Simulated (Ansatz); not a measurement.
SrTl₂ (space group P6_3/mmc)

```
SrTl2
1.0
    5.09832     0.00000     0.00000
   -2.54916     4.41527     0.00000
    0.00000     0.00000     8.12767
Sr Tl
2 4
Direct
  0.00000   0.00000   0.25000
  0.00000   0.00000   0.75000
  0.33333   0.66667   0.45235
  0.66667   0.33333   0.54765
  0.66667   0.33333   0.95235
  0.33333   0.66667   0.04765
```

Equation-of-state scan: isotropic scaling of the cell above, V₀ being its volume. The atoms relax within the cell's symmetry.

The numbers are results of PBEsol (plane waves to 420 eV, PAW, scalar-relativistic; Ansatz, a first-principles code), not measurements. k mesh 11×11×6 (Γ-centred), Fermi-Dirac smearing 0.05 eV. Energies are smeared free energies. Stress and pressure are positive under compression. With the shape held, the modulus is that of even scaling; a crystal free to change shape is softer. Spin-orbit coupling is left out, though Tl is heavy. SrTl2 was relaxed with its symmetry unable to fall. ΔE is measured from the relaxed starting cell. The last digit holds for this mesh only.

```
V (Å³/atom)  ΔE (meV/atom)
-----------  -------------
25.614               120.5
26.834                61.6
28.054                25.0
29.273            withheld
30.493                 0.0
31.713                 4.9
32.932                18.1
34.152                37.8
35.372                62.6
```

Question: Fit a third-order Birch-Murnaghan form (E₀, V₀, B₀, B₀′ free) to the given rows and predict ΔE at V = 29.273.

Answer: Least squares on the 8 given rows: ΔE = E₀ + (9V₀B₀/16)·y²·[2 + (B₀′ − 4)y], y = (V₀/V)^(2/3) − 1, with V₀ = 30.491 Å³/atom, B₀ = 34.71 GPa (160.2 GPa = 1 eV/Å³; the term in eV is multiplied by 1000), B₀′ = 5.10, E₀ = 0.00 meV/atom; root-mean-square residual 0.01 meV/atom. At 29.273 the fit gives 5.7 meV/atom; the calculation gives 5.7 meV/atom, the same to the digits shown. For the pressure the fit gives 1.6 GPa against the computed 1.6 GPa.

(A scan under strain: stresses follow from slopes of the energy per volume, elastic moduli from its curvatures.)
